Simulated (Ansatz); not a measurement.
Si$_{2}$Ni (fluorite or antifluorite type, Fm-3m) under volume change, DFT-LDA in the program Ansatz with PAW potentials, scaled uniformly.

```json
[
 {"V (Å³/atom)": "11.602", "E − E(relaxed) (meV/atom)": "64.8", "P (GPa)": "19.77"},
 {"V (Å³/atom)": "11.985", "E − E(relaxed) (meV/atom)": "27.0", "P (GPa)": "12.04"},
 {"V (Å³/atom)": "12.367", "E − E(relaxed) (meV/atom)": "___", "P (GPa)": "___"},
 {"V (Å³/atom)": "12.750", "E − E(relaxed) (meV/atom)": "0.0", "P (GPa)": "0.00"},
 {"V (Å³/atom)": "13.132", "E − E(relaxed) (meV/atom)": "___", "P (GPa)": "___"},
 {"V (Å³/atom)": "13.515", "E − E(relaxed) (meV/atom)": "21.1", "P (GPa)": "-8.39"},
 {"V (Å³/atom)": "13.897", "E − E(relaxed) (meV/atom)": "45.1", "P (GPa)": "-11.63"}
]
```

Problem. What belongs in the gaps?

Solution. 
- 12.367, E − E(relaxed) (meV/atom): 6.3
- 12.367, P (GPa): 5.48
- 13.132, E − E(relaxed) (meV/atom): 5.5
- 13.132, P (GPa): -4.52

Problem. What does a third-order Birch–Murnaghan fit give for V₀, B₀ and B′?

Solution. V₀ = 12.75 Å³/atom, B₀ = 166 GPa, B′ = 4.8.

The cell was relaxed with LDA under the symmetry of its start; of distortions, only those at the zone centre were tested. The run is not spin-polarised.

Potentials: the later of the program's two PAW sets.
